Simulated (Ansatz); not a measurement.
## Moving the Hubbard U on Hf d in HfIn4SiO6

```
Hf In Si O
1.0
     2.41414   -8.12134   -0.00008
     2.41414    8.12134   -0.00008
    -0.99593    0.00000    4.72934
Hf In Si O
1 4 1 6
Direct
  0.00000 0.00000 0.00000
  0.66331 0.33669 0.00000
  0.16209 0.83791 0.50000
  0.33669 0.66331 0.00000
  0.83791 0.16209 0.50000
  0.50000 0.50000 0.50000
  0.73030 0.73030 0.27048
  0.26970 0.26970 0.72952
  0.19567 0.35702 0.27610
  0.64298 0.80433 0.72390
  0.80433 0.64298 0.72390
  0.35702 0.19567 0.27610
```

The cell comes from a database or a generator and needn't be the stable form of this composition.

Kept alike: task projected density of states; functional PBE; k mesh 6 × 6 × 6; occupations fermi-dirac, width 0.05 eV; no spin polarisation. Program: Ansatz, Ansatz PAW, cutoff 420 eV. The mesh is that of the run's cell of 12 atoms. No spin-orbit coupling.

| Hubbard U on Hf d, U (eV) | pressure (GPa) |
| --- | --- |
| 2 | 0.45 |
| 4 | 0.95 |
| 6 | 1.49 |
| 8 | 2.09 |

Pressure is positive in compression, with a Pulay correction for the finite cutoff. U acts here on a shell without spin polarisation. For a metal such a mesh leaves the last digits unconverged. How U acts hangs on the program's projectors. U is the effective U - J on orthogonalised atomic projectors. Double counting: fully localised limit (the default).

The pressure rises from 0.45 to 2.09 GPa between 2 and 8 eV. U localises the shell and weakens its bonds, so the cell pushes outwards.
